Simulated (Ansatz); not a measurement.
TaGe$_{2}$:
```xyz
3
Lattice="0.0000 3.1374 3.1374 3.1374 0.0000 3.1374 3.1374 3.1374 0.0000" Properties=species:S:1:pos:R:3 pbc="T T T"
Ta     0.0000     0.0000     0.0000
Ge     1.5687     1.5687     1.5687
Ge     4.7060     4.7060     4.7060
```

Relaxed with PBE. Special points in fractions of this cell's reciprocal vectors: Γ (0.000, 0.000, 0.000); X (0.500, 0.000, 0.500); U (0.625, 0.250, 0.625); K (0.375, 0.375, 0.750); L (0.500, 0.500, 0.500); W (0.500, 0.250, 0.750).

Problem. List the band energies nearest the Fermi level at these points for plane-wave PAW PBE (Ansatz code).

Solution. In eV from the Fermi level; about four levels below and three above (degenerate sets whole), none deeper than 8.9 eV; points with the same levels are listed once.

```tsv
k	below	above
Γ	-4.64 -3.68 -3.68 -3.68	0.06 0.06 3.22 3.22 3.22
X	-2.67 -2.67 -0.40 -0.40 -0.39	0.91 4.07 6.00
U	-3.30 -2.50 -0.99 -0.12	0.75 1.24 4.08
L	-2.91 -2.91 -1.77 -0.15 -0.15	0.26 0.52 0.52
W	-4.38 -1.33 -1.33 -0.37	0.56 1.67 4.52 4.52
```

Space group Fm-3m (fluorite). The cell is a constructed one: a structure type filled with these elements; neither database checked (COD, Materials Project) lists it. COD files the formula under space group No. 180, so this cell is another polymorph or a model. Its standing as an ambient phase is unchecked. The cell was relaxed with PBE under the symmetry of its start; its stability against distortions is not shown here. No spin polarisation was allowed. Spin–orbit coupling is left out wherever it is not named.

Potentials: the later of the program's two PAW sets.
